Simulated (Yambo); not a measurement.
```
CdBr2
1.0
    3.99713     0.00000     0.00000
   -1.99857     3.46162     0.00000
    0.00000     0.00000    12.57525
Br Cd
4 2
Cartesian
  0.00000   0.00000   9.42681
  0.00000   0.00000   3.13919
  0.00000   2.30775   0.00419
  1.99857   1.15387   6.29181
  1.99857   1.15387  11.00365
  0.00000   2.30775   4.71603
```

CdBr2 (space group P6_3mc, No. 186): mean Im ε in 1 eV windows above the direct gap of 4.37 eV, for different electron-hole kernels (Yambo, broadening 0.15 eV, PBEsol (pw.x of Quantum ESPRESSO, ONCV potentials, scalar-relativistic) bands; 6×6×1 mesh, 22 valence and 11 conduction bands, static screening with 101 bands and a 3 Ry block, scissor 1.69 eV, Tamm-Dancoff; field along x).

```
window (eV)  independent quasiparticles  BSE
-----------  --------------------------  ---
4.4 to 5.4                          1.1  3.9
5.4 to 6.4                          2.3  7.7
6.4 to 7.4                          6.0  5.9
7.4 to 8.4                          6.2  3.1
8.4 to 9.4                          4.4  3.3
9.4 to 10.4                         4.8  3.3
```

This run doesn't resolve bound excitons or single peaks, so only averages are given, and they too depend on the mesh; weight that the attraction moves below the gap isn't listed. All transitions below 11.52 eV are in the band window. The scissor comes from a G0W0 run whose convergence isn't established.

Spin-orbit splittings are left out.

Geometry relaxed with PBE+D3(BJ).
